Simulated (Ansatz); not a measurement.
Ge:
```
Ge
1.0
    0.00000     7.73157     7.73157
    7.73157     0.00000     7.73157
    7.73157     7.73157     0.00000
Ge
34
Direct
  0.00000   0.00000   0.00000
  0.25000   0.25000   0.25000
  0.97429   0.34190   0.34190
  0.90810   0.90810   0.27571
  0.34190   0.97429   0.34190
  0.90810   0.90810   0.90810
  0.34190   0.34190   0.34190
  0.90810   0.27571   0.90810
  0.34190   0.34190   0.97429
  0.27571   0.90810   0.90810
  0.88962   0.49530   0.49530
  0.13022   0.75470   0.36038
  0.49530   0.88962   0.11978
  0.75470   0.13022   0.75470
  0.11978   0.49530   0.49530
  0.75470   0.36038   0.75470
  0.49530   0.11978   0.88962
  0.36038   0.75470   0.13022
  0.49530   0.88962   0.49530
  0.36038   0.13022   0.75470
  0.11978   0.49530   0.88962
  0.75470   0.75470   0.13022
  0.49530   0.11978   0.49530
  0.75470   0.75470   0.36038
  0.88962   0.49530   0.11978
  0.13022   0.36038   0.75470
  0.49530   0.49530   0.88962
  0.75470   0.36038   0.13022
  0.88962   0.11978   0.49530
  0.13022   0.75470   0.75470
  0.49530   0.49530   0.11978
  0.36038   0.75470   0.75470
  0.11978   0.88962   0.49530
  0.75470   0.13022   0.36038
```

Relaxed with the program Ansatz at the PBE level (PAW). Indices refer to the conventional cell of Fd-3m, a = b = c = 15.4631 Å, α = β = γ = 90.00°.

Question: Simulate the powder diffraction pattern (Mo Kα, λ = 0.71073 Å; lines above 1 %) up to 2θ = 45°.

Answer: Simulated powder pattern, Mo Kα, λ = 0.71073 Å (kinematic, ideal powder, no thermal factors, no anomalous dispersion; the 30 strongest lines at most, above 1 %, up to 2θ = 45°):

| 2θ (°) | d (Å) | I/Imax (%) | hkl |
|---|---|---|---|
| 4.56 | 8.928 | 13 | (111) |
| 7.45 | 5.467 | 26 | (220) |
| 8.74 | 4.662 | 52 | (311) |
| 9.13 | 4.464 | 29 | (222) |
| 10.55 | 3.866 | 14 | (400) |
| 11.50 | 3.547 | 8.4 | (331) |
| 12.93 | 3.156 | 14 | (422) |
| 13.72 | 2.976 | 43 | (511)+(333) |
| 14.94 | 2.734 | 17 | (440) |
| 15.63 | 2.614 | 65 | (531) |
| 16.71 | 2.445 | 14 | (620) |
| 17.33 | 2.358 | 12 | (533) |
| 18.89 | 2.165 | 5.9 | (551)+(711) |
| 20.33 | 2.013 | 15 | (731)+(553) |
| 21.69 | 1.889 | 35 | (733) |
| 22.49 | 1.822 | 100 | (822)+(660) |
| 22.96 | 1.786 | 34 | (555)+(751) |
| 24.17 | 1.697 | 19 | (753)+(911) |
| 24.32 | 1.687 | 13 | (842) |
| 31.09 | 1.326 | 9.6 | (10 6 0)+(866) |
| 31.44 | 1.312 | 7.1 | (973)+(11 3 3) |
| 32.36 | 1.275 | 16 | (11 5 1)+(777) |
| 32.92 | 1.254 | 24 | (10 6 4)+(12 2 2) |
| 33.25 | 1.242 | 11 | (975)+(11 5 3) |
| 36.63 | 1.131 | 12 | (13 3 3)+(995) |
| 37.14 | 1.116 | 7.2 | (888) |
| 37.93 | 1.093 | 16 | (10 10 0)+(10 8 6) |
| 43.85 | 0.952 | 7.2 | (14 8 2)+(16 2 2) |
| 44.55 | 0.938 | 9.0 | (16 4 0)+(12 8 8) |
| 44.80 | 0.932 | 9.3 | (15 5 5)+(15 7 1) |

The first step of the workflow began from a Materials Project structure, measured or hypothetical. Its sites differ from those of the usual phase in this space group: another stacking or structure type. Symmetry was held in the PBE relaxation; whether a distortion lowers the energy is not shown.

Potentials: the earlier of the program's two PAW sets.
